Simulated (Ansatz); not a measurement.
## MgMnV4O12, one structure, two calculations

Cell: a computed structure from the Materials Project (it need not be an observed phase), taken as it stands.

Space group C2 (No. 5); a = 10.7649, b = 8.6955, c = 5.9421 Å, β = 112.06°.

```
site  Wyckoff  site symmetry       x       y       z
  Mg       2a              2  0.5000  0.2416  0.0000
  Mn       2b              2  0.5000  0.4369  0.5000
  V3       4c              1  0.2950  0.8980  0.0307
  V4       4c              1  0.2990  0.0925  0.5409
  O7       4c              1  0.6222  0.3737  0.8907
  O8       4c              1  0.3606  0.7277  0.0582
  O9       4c              1  0.1331  0.1040  0.4541
 O10       4c              1  0.3651  0.0202  0.8511
 O12       4c              1  0.3473  0.9848  0.3297
 O14       4c              1  0.3774  0.2688  0.6012
```

One atom of each set is listed; the run and its k-mesh use a cell of 18 atoms with edges of 6.92, 6.92, 5.94 Å.

First run. Computed with Ansatz: DFT, PBE, plane waves and PAW, scalar-relativistic, collinear spin, 420 eV cutoff, Γ-centred 3×3×4 k-points, Fermi–Dirac smearing 0.02 eV. Start moments as typed (μB): 5 on each Mn, none on the rest.

| site | V_zz (10²¹ V/m²) | η | m (μB) |
| --- | --- | --- | --- |
| Mg | -1.21 | 0.03 | 0.00 |
| Mn | 2.30 | 0.43 | 4.00 |
| V3 | -3.89 | 0.97 | 0.04 |
| V4 | 6.02 | 0.53 | 0.10 |
| O7 | -5.40 | 0.44 | 0.00 |
| O8 | 1.91 | 0.73 | 0.00 |
| O9 | -2.90 | 0.99 | -0.01 |
| O10 | -4.22 | 0.82 | 0.00 |
| O12 | 3.88 | 0.48 | 0.00 |
| O14 | -4.04 | 0.47 | 0.00 |

Second run. The same atoms and settings, except that the functional is r2SCAN and the cutoff is 500 eV.

(1) What does the second run give?

## Answers

(1) 

```
site   V_zz     η  change of V_zz  m (μB)
  Mg  -1.24  0.02           -0.03    0.00
  Mn   2.44  0.45           +0.14    4.11
  V3  -3.55  0.97           +0.34    0.04
  V4   5.91  0.49           -0.11    0.10
  O7  -5.47  0.37           -0.07    0.00
  O8  -1.79  0.99               –    0.00
  O9  -2.90  0.91            0.00   -0.02
 O10  -4.35  0.84           -0.13    0.00
 O12   4.11  0.45           +0.23    0.00
 O14  -4.02  0.48           +0.02    0.00
```

The largest change of V_zz along a kept axis is on V3, from -3.89 to -3.55. In per cent, |V_zz| changes by +3 on Mg, +6 on Mn, -9 to -2 on V, 0 to +6 on O (all sites that start above 0.5, bar those whose gradient vanishes or changes sign or whose main axis turns by over 40°). On O8 the largest principal value lies along another axis in the second run, so the two V_zz can't be compared directly.

All moments are parallel here, as the start or the cell imposes; many such compounds order antiparallel, where fields and spin densities carried over to other atoms largely cancel. The magnetic order is the one that the run reached from its start moments, not necessarily the measured one.
For the first run: At this cell the principal stresses reach 5 GPa in size with PBE, which can matter for small gradients. The largest force is 1.2 eV/Å, so the atoms aren't at the calculated equilibrium and relaxing them would move these values.
For the second run: At this cell the r2SCAN pressure is -8 GPa, so with r2SCAN the cell would shrink if it were relaxed. The entry's cell may itself be off. The largest force is 1.8 eV/Å, so the atoms aren't at the calculated equilibrium and relaxing them would move these values. The program didn't check the stability of this electronic state in full, so a lower one may lie near.
